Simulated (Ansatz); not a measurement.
Input and output of a zone-centre phonon calculation by perturbation theory on TiSi3O8 on the sites of the rutile structure (relaxed group Cmmm) (Ansatz 0.2.0, PBEsol). Cell and atoms come from a relaxation with PBEsol.

```yaml
crystal:
  lattice:
    - [3.0605409945, -3.0125911772, 0.0]
    - [3.0605409945, 3.0125911772, 0.0]
    - [0.0, 0.0, 5.5106260107]
  atoms:
    - { symbol: Si, position: [0.5, 0.5, 0.0] }
    - { symbol: Si, position: [0.0, 0.0, 0.7554472224] }
    - { symbol: O, position: [0.1946981979, 0.1946981979, 0.0] }
    - { symbol: O, position: [0.8053018021, 0.8053018021, 0.0] }
    - { symbol: O, position: [0.7006940906, 0.2993059094, 0.7671730122] }
    - { symbol: O, position: [0.2993059094, 0.7006940906, 0.7671730122] }
    - { symbol: Ti, position: [0.5, 0.5, 0.5] }
    - { symbol: Si, position: [0.0, 0.0, 0.2445527776] }
    - { symbol: O, position: [0.1820836189, 0.1820836189, 0.5] }
    - { symbol: O, position: [0.8179163811, 0.8179163811, 0.5] }
    - { symbol: O, position: [0.7006940906, 0.2993059094, 0.2328269878] }
    - { symbol: O, position: [0.2993059094, 0.7006940906, 0.2328269878] }
kpoints:
  mp_grid: { grid: [4, 4, 4] }
hamiltonian:
  xc: pbesol
scf:
  occupations: { method: fixed }
phonons:
  method: dfpt
  dielectric: true
  qpoints: [[0, 0, 0]]
  rigid_motions: translations
```

In the abridged output below, numbers in square brackets stand for lines, or ends of lines, that were taken out.
```
Pseudopotential: Si, paw, valence charge 4, recommended cutoff 420 eV (normal)
Pseudopotential: O, paw, valence charge 6, recommended cutoff 420 eV (normal)
Pseudopotential: Ti, paw, valence charge 12, recommended cutoff 420 eV (normal)
Functional definition: PBEsol
Crystal: 12 atoms, lattice volume = 101.618 Å³
[1]
Bands: 48, of which v1, the nominal top of the filled ones, is band 36 counted from 1 (35 counted from 0)
Symmetry: 8 space group operations
k-points: 36 of 64 (irreducible under 1 space group operation, time reversal used)
SCF converged after 11 iterations
Free energy (F): -8838.272706 eV
Fermi energy:    10.046123 eV
--- Per-component energies (eV) ---
  E_band       = -98.689301
  E_kinetic    = 1837.252632
  E_local      = -3445.458206
  E_nonlocal   = 455.683550
  E_hartree    = 1272.075457
  E_xc         = -853.825713
  E_vxc        = -1024.628053
  E_paw        = -3740.595344
  E_vpaw       = -465.710358
  E_ewald      = -4363.941594
  E_core_change = 0.516370
--- Phonons (Γ-DFPT): 18 representative perturbations + reference ---
[2]
  ε∞ (high-frequency dielectric tensor):
        4.490639     0.000000     0.000000
        0.000000     4.301722     0.000000
        0.000000     0.000000     4.942927
  ε⁰ (static dielectric tensor: ions relaxed, cell fixed):
       20.918278     0.000000     0.000000
        0.000000    34.837812     0.000000
        0.000000     0.000000    16.717088
  ε⁰ − ε∞ (ionic part):
       16.427640     0.000000     0.000000
        0.000000    30.536090     0.000000
        0.000000     0.000000    11.774161
  Born effective charges Z* (e; rows j = field, columns β = displacement):
    site 0:
[3]
    site 1:
[4]
    site 2:
[5]
    site 3:
[6]
    site 4:
[7]
    site 5:
[8]
    site 6:
[9]
    site 7:
[10]
    site 8:
[11]
    site 9:
[12]
    site 10:
[13]
    site 11:
[14]
  ε∞ is read to err by 1.8e-2, Z* by 2.6e-2 e
  optical modes at Γ without the LO–TO term, one row a degenerate level:
      ω (cm⁻¹)  modes    IR ((D/Å)²/amu)
[15]
  optical modes at Γ + LO–TO along q̂ = [1.0000, 0.0000, 0.0000]:
      ω (cm⁻¹)  modes    IR ((D/Å)²/amu)
[16]
  optical modes at Γ + LO–TO along q̂ = [0.0000, 1.0000, 0.0000]:
      ω (cm⁻¹)  modes    IR ((D/Å)²/amu)
[17]
  optical modes at Γ + LO–TO along q̂ = [0.0000, 0.0000, 1.0000]:
      ω (cm⁻¹)  modes    IR ((D/Å)²/amu)
[18]
```

Question: What stood in the gaps? They hold the Born charges, the frequencies, cutoff and plane waves at Γ.

Answer:
```
[1]
Basis set: ecut = 420 eV, 1999 PW (Γ)
[2]
  Γ frequencies (cm⁻¹): 0.00 0.00 0.00 135.71 186.37 272.99 291.97 336.20 354.02 388.84 389.08 397.61 397.93 399.55 440.03 483.52 491.05 509.60 510.96 526.22 537.73 544.91 566.81 584.23 617.09 636.15 640.72 646.99 649.73 660.03 704.86 749.44 789.34 810.16 811.74 896.40
[3]
         4.12010    0.00000    0.00000
         0.00000    2.62184    0.00000
         0.00000    0.00000    5.14868
[4]
         3.99853    0.00000    0.00000
         0.00000    4.94995    0.00000
         0.00000    0.00000    4.14575
[5]
        -2.62200    0.00000    0.00000
         0.00000   -1.43630    0.00000
         0.00000    0.00000   -2.50754
[6]
        -2.62200    0.00000    0.00000
         0.00000   -1.43630    0.00000
         0.00000    0.00000   -2.50754
[7]
        -1.25823    0.00000    0.00000
         0.00000   -2.92806    0.30207
         0.00000    0.50764   -2.70008
[8]
        -1.25823    0.00000    0.00000
         0.00000   -2.92806   -0.30207
         0.00000   -0.50764   -2.70008
[9]
         5.53496    0.00000    0.00000
         0.00000    4.77345    0.00000
         0.00000    0.00000    6.06829
[10]
         3.99853    0.00000    0.00000
         0.00000    4.94995    0.00000
         0.00000    0.00000    4.14575
[11]
        -3.68759    0.00000    0.00000
         0.00000   -1.35518    0.00000
         0.00000    0.00000   -1.84653
[12]
        -3.68759    0.00000    0.00000
         0.00000   -1.35518    0.00000
         0.00000    0.00000   -1.84653
[13]
        -1.25823    0.00000    0.00000
         0.00000   -2.92806   -0.30207
         0.00000   -0.50764   -2.70008
[14]
        -1.25823    0.00000    0.00000
         0.00000   -2.92806    0.30207
         0.00000    0.50764   -2.70008
[15]
        135.71      1            19.1275
        186.37      1             0.0000
        272.99      1             6.1649
        291.97      1             5.9460
        336.20      1            62.7263
        354.02      1             0.0000
        388.84      1             0.8498
        389.08      1             0.0000
        397.61      1             0.0000
        397.93      1             0.0000
        399.55      1             0.0000
        440.03      1            60.0625
        483.52      1             0.0000
        491.05      1            85.0576
        509.60      1            14.0874
        510.96      1             1.6928
        526.22      1            20.4631
        537.73      1             0.0000
        544.91      1             0.0000
        566.81      1            32.6070
        584.23      1             0.0000
        617.09      1             0.0000
        636.15      1             0.0000
        640.72      1             0.1647
        646.99      1             5.8218
        649.73      1            15.3447
        660.03      1             0.0000
        704.86      1            32.1074
        749.44      1            18.1600
        789.34      1             0.0000
        810.16      1             0.1475
        811.74      1             0.0000
        896.40      1             0.0000
[16]
        135.71      1            19.1275
        186.37      1             0.0000
        278.17      1             0.0567
        291.97      1             5.9460
        354.02      1             0.0000
        388.84      1             0.8498
        389.08      1             0.0000
        397.61      1             0.0000
        397.93      1             0.0000
        399.55      1             0.0000
        440.03      1            60.0625
        460.62      1             3.6062
        483.52      1             0.0000
        491.05      1            85.0576
        509.60      1            14.0874
        512.23      1             0.0413
        537.73      1             0.0000
        544.91      1             0.0000
        566.81      1            32.6070
        584.23      1             0.0000
        613.27      1             8.5006
        617.09      1             0.0000
        636.15      1             0.0000
        640.72      1             0.1647
        646.99      1             5.8218
        649.73      1            15.3447
        660.03      1             0.0000
        749.44      1            18.1600
        789.34      1             0.0000
        810.16      1             0.1475
        811.74      1             0.0000
        896.40      1             0.0000
        932.72      1           110.9498
[17]
        186.37      1             0.0000
        211.07      1             1.3462
        272.99      1             6.1649
        291.97      1             5.9460
        336.20      1            62.7263
        354.02      1             0.0000
        389.08      1             0.0000
        389.48      1             0.0124
        397.61      1             0.0000
        397.93      1             0.0000
        399.55      1             0.0000
        483.52      1             0.0000
        491.05      1            85.0576
        495.06      1             0.4689
        510.96      1             1.6928
        526.22      1            20.4631
        537.73      1             0.0000
        544.91      1             0.0000
        566.81      1            32.6070
        584.23      1             0.0000
        617.09      1             0.0000
        620.59      1             4.9597
        636.15      1             0.0000
        640.72      1             0.1647
        649.73      1            15.3447
        660.03      1             0.0000
        690.83      1             7.8018
        704.86      1            32.1074
        789.34      1             0.0000
        810.16      1             0.1475
        811.74      1             0.0000
        896.40      1             0.0000
        935.82      1           103.5199
[18]
        135.71      1            19.1275
        186.37      1             0.0000
        272.99      1             6.1649
        302.06      1             0.3262
        336.20      1            62.7263
        354.02      1             0.0000
        388.84      1             0.8498
        389.08      1             0.0000
        397.61      1             0.0000
        397.93      1             0.0000
        399.55      1             0.0000
        440.03      1            60.0625
        483.52      1             0.0000
        509.60      1            14.0874
        510.96      1             1.6928
        526.22      1            20.4631
        537.73      1             0.0000
        543.23      1             0.7118
        544.91      1             0.0000
        584.23      1             0.0000
        617.09      1             0.0000
        632.90      1             1.2840
        636.15      1             0.0000
        640.91      1             0.0179
        646.99      1             5.8218
        660.03      1             0.0000
        704.86      1            32.1074
        749.44      1            18.1600
        789.34      1             0.0000
        809.53      1             0.3896
        811.74      1             0.0000
        896.40      1             0.0000
        935.43      1           136.5379
```

All optical modes at Γ are real, from 136 to 896 cm⁻¹ without the longitudinal term; this says nothing of other wave vectors. With the long-range field the highest mode reaches 936 cm⁻¹. ε∞: 4.49, 4.30 and 4.94 along x, y and z. With the ions relaxed, ε⁰ is 20.9, 34.8 and 16.7 along x, y and z. Born charges, averaged over directions: Si +3.96 to +4.36, O -2.30 to -2.19, Ti +5.46 e. The program notes that the ground state's band table doesn't vouch for all the bands that the response reads.

Wall time 47 s on 1 × NVIDIA H100 80GB HBM3 with 2 threads of AMD EPYC 7R13 Processor (Zen 3) (shared host); peak host memory 2 GiB.

These are computed values for a spin-unpolarised cell that may be hypothetical; none is a measurement.
